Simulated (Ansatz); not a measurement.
Sn (diamond)

```
CELL_PARAMETERS angstrom
      0.00000     6.65536     6.65536
      3.32768     0.00000     3.32768
      3.32768     3.32768     0.00000
ATOMIC_POSITIONS crystal
  Sn 0.12500 0.25000 0.25000
  Sn 0.62500 0.25000 0.25000
  Sn 0.00000 0.00000 0.00000
  Sn 0.50000 0.00000 0.00000
```

A phonon eigenvector at L = (0.5, 0.0, 0.0) is frozen into this cell: atom i moves by Q times the vector below, so Q is the largest atomic displacement, in Å. The cell is held. It is one choice among 2 degenerate patterns. (q is in reciprocal vectors of the primitive cell; the cell shown is doubled to hold the pattern.)

```tsv
atom	x	y	z
Sn1	0.285	-0.520	0.805
Sn2	-0.285	0.520	-0.805
Sn3	-0.285	0.520	-0.805
Sn4	0.285	-0.520	0.805
```

All values below come from PBE (plane waves to 420 eV, PAW, scalar-relativistic; Ansatz, a quantum-chemistry and plane-wave program). k mesh 6×12×12 (Γ-centred), Fermi-Dirac smearing 0.05 eV. E stands for the smeared free energy. With partly filled bands, energies and forces of such displacements shift with the k mesh and the smearing. Sn was relaxed with its symmetry unable to fall. The relaxed volume of Sn is well above the measured one; the method has no dispersion term. ΔE is measured from the undisplaced structure. The last digit holds for this mesh only.

| Q (Å) | ΔE (meV/cell) |
|---|---|
| -0.180 | 852.8 |
| -0.150 | 588.7 |
| -0.120 | 375.2 |
| -0.090 | 210.5 |
| -0.060 | withheld |
| -0.030 | 23.3 |
| 0.000 | 0.0 |
| 0.030 | 23.3 |
| 0.060 | withheld |
| 0.090 | 210.5 |
| 0.120 | 375.2 |
| 0.150 | 588.7 |
| 0.180 | 852.8 |

Q: Fit an even polynomial form (powers 2, 4) to the given rows and predict ΔE at Q = -0.060.

A: Least squares on the 11 given rows: ΔE = (25840)·Q² + (14660)·Q⁴, in meV/cell with Q in Å; root-mean-square residual 0.14 meV/cell. At -0.060 the fit gives 93.2 meV/cell; the calculation gives 93.4 meV/cell, so the interpolation is off by -0.2 (-0.2 %). The quadratic term alone would give 93.0 meV/cell.

(A displaced cell: forces are minus the slopes of the energy, force constants its curvatures, and phonons follow from these.)
